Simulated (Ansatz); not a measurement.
**HgPt under pressure: fit and missing row**

HgPt, P4/mmm, a = 2.977 Å, c = 3.872 Å. The structure is a COD entry; whether it is the stable form wasn't checked. Ansatz: PBEsol, PAW, 420 eV, Γ-centred 14×14×12 mesh on 2 atoms, Gaussian smearing 0.10 eV; no spin polarisation. Cell and atoms are relaxed at each pressure, and no other structure is tried, so the rows at high pressure may lie past a change of phase.

| V (Å³/atom) | P (GPa) |
| --- | --- |
| ? | 59.97 |
| 15.211 | 29.97 |
| 16.008 | 14.99 |
| 16.482 | 7.99 |
| 16.884 | 3.00 |
| 17.158 | 0.00 |
| 17.465 | -3.00 |

Question: Take V0 = 17.158 Å³/atom, fit the third-order Birch–Murnaghan form to the other rows, and predict the missing volume.

Answer: With the Eulerian strain f = ½[(V0/V)^(2/3) − 1] and y = P/[3f(1 + 2f)^(5/2)], the form is the line y = B0 + 1.5 B0 (B0′ − 4) f. Rows (f, y): 0.04180, 195.5; 0.02367, 188.0; 0.01358, 183.4; 0.00539, 180.6; -0.00588, 175.2. Means f = 0.01571, y = 184.54; Σ(Δf)² = 0.001321, ΣΔfΔy = 0.5582; the slope is their ratio. y = 177.9 + 422.5 f GPa, so B0 = 177.9 GPa and B0′ = 4 + 2 × (422.5)/(3 × 177.9) = 5.58. P = 59.97 GPa is met at f = 0.06961 (y = 207.31), so V = V0 (1 + 2f)^(−3/2) = 14.111 Å³/atom. The run gave 14.105 Å³/atom, so the fit is 0.006 Å³/atom too high, a small miss on the scale of the series. The form still works here, 91 % of the fitted range beyond its end.

The mesh isn't the same in all rows (14×14×12, 16×16×12). Spin–orbit coupling is left out, which can shift energies with elements as heavy as these.